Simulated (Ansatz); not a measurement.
Sc₃SnC:
```xyz
5
Lattice="4.5222 0.0000 0.0000 0.0000 4.5222 0.0000 0.0000 0.0000 4.5222" Properties=species:S:1:pos:R:3 pbc="T T T"
Sc     0.0000     2.2611     2.2611
Sc     2.2611     0.0000     2.2611
Sc     2.2611     2.2611     0.0000
Sn     0.0000     0.0000     0.0000
C      2.2611     2.2611     2.2611
```

Relaxed with r²SCAN. Special points in fractions of this cell's reciprocal vectors: Γ (0.000, 0.000, 0.000); X (0.000, 0.500, 0.000); M (0.500, 0.500, 0.000); R (0.500, 0.500, 0.500).

List the band energies nearest the Fermi level at these points for the program Ansatz at the r²SCAN level (PAW).

In eV from the Fermi level; about four levels below and three above (degenerate sets whole), none deeper than 8.9 eV; points with the same levels are listed once.

| k | below | above |
|---|---|---|
| Γ | -1.19 -1.19 -0.56 -0.56 -0.56 | 0.76 0.76 0.76 |
| X | -1.93 -1.93 -0.10 -0.05 | 1.22 1.46 2.14 2.14 |
| M | -2.69 -2.48 -2.48 -2.06 | 0.89 0.89 1.19 1.19 |
| R | -4.45 -4.45 -4.45 -2.76 -2.76 -2.76 | 0.81 0.81 0.81 |

Space group Pm-3m (anti-perovskite). The workflow started from a Materials Project entry (that database holds measured and hypothetical structures alike); the Crystallography Open Database copy checked does not list it. Its standing as an ambient phase is unchecked. The r²SCAN relaxation kept the symmetry of its start; its stability against distortions is not shown here. No spin polarisation was allowed. Spin–orbit coupling is left out wherever it is not named.

Potentials: the later of the program's two PAW sets.
